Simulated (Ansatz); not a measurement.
# Ansatz 0.2.0, relaxation: CaB

Run with:

```bash
ansatz run input.yaml --threads 2 --pin off --max-ram 2560MiB --backend cpu --events-out ev --progress --plain --runs-dir out
```

Input:

```yaml
crystal:
  lattice:
    - [-3.628705, 0.0, 0.0]
    - [0.0, -4.259784, 0.0]
    - [0.0, 2.129892, 5.009191]
  atoms:
    - { symbol: B, position: [0.75, 0.07, 0.14] }
    - { symbol: B, position: [0.25, 0.93, 0.86] }
    - { symbol: Ca, position: [0.75, 0.36, 0.72] }
    - { symbol: Ca, position: [0.25, 0.64, 0.28] }
  symmetry: { tolerance: 0.0003 }
kpoints:
  mp_grid: { grid: [7, 6, 6], shift: [0, 0, 0] }
magnetization:
  spin_polarized: false
scf:
  occupations: { method: fermi_dirac }
  lower_state_search: "off"
hamiltonian:
  pseudopotentials: { kind: paw }
  xc: pbe
basis:
  ecutwfc: 420
  fft_grid_basis: typed
relax:
  max_steps: 60
output:
  forces: true
  stress: true
  eigenvalues: true
  bader: true
  populations: true
  elf: true
  write_potential: true
  volumetric_format: npy
  dos:
    e_range: [-12, 8]
    de: 0.05
    projected: { site_lists: { B: [B], Ca: [Ca] } }
checkpoint:
  read: saved_state
```

Origin of the cell: a known structure type with other elements, at an estimated volume, so it need not be a known compound.

The smearing width isn't typed, so it takes its default of 0.1 eV.

The saved state is a converged single point of the same cell.

Steps:

```csv
step,ΔF (meV/atom),max force component (eV/Å),SCF iterations,step was
1,0.0,2.237,5,accepted
2,-211.2,1.741,5,accepted
3,-305.8,0.176,5,accepted
4,-296.9,0.553,6,rejected
5,-307.2,0.025,6,accepted
6,-307.2,0.002,4,accepted
```

Before:

Space group Cmcm (No. 63); the run's cell has a = 3.629 Å, b = 4.260 Å, c = 5.443 Å, α = 113.04°, β = 90.00°, γ = 90.00°. Shortest distances: B–B 2.29 Å, B–Ca 2.88 Å, Ca–Ca 3.34 Å.

The relaxed structure.

Space group Cmcm (No. 63); the run's cell has a = 3.629 Å, b = 4.260 Å, c = 5.443 Å, α = 113.04°, β = 90.00°, γ = 90.00°. Shortest distances: B–B 1.90 Å, B–Ca 2.71 Å, Ca–Ca 3.32 Å.

```yaml
crystal:
  lattice:
    - [-3.62871, 0.00000, 0.00000]
    - [0.00000, -4.25978, 0.00000]
    - [0.00000, 2.12989, 5.00919]
  atoms:
    - { symbol: B, position: [0.75000, 0.02852, 0.05705] }
    - { symbol: B, position: [0.25000, 0.97148, 0.94295] }
    - { symbol: Ca, position: [0.75000, 0.36107, 0.72214] }
    - { symbol: Ca, position: [0.25000, 0.63893, 0.27786] }
```

```
Free energy lowered by  : 307.2 meV/atom
Final pressure          : -6.43 GPa
Relaxation steps listed : 6
```

Caveats: the SCF threshold is looser than advised for a stress; the relaxation held the start's symmetry, so the end may be a saddle point.

The run took 27 s on 2 threads of Arm Neoverse V1, on a shared host, peak memory 0.38 GiB, from a saved density.
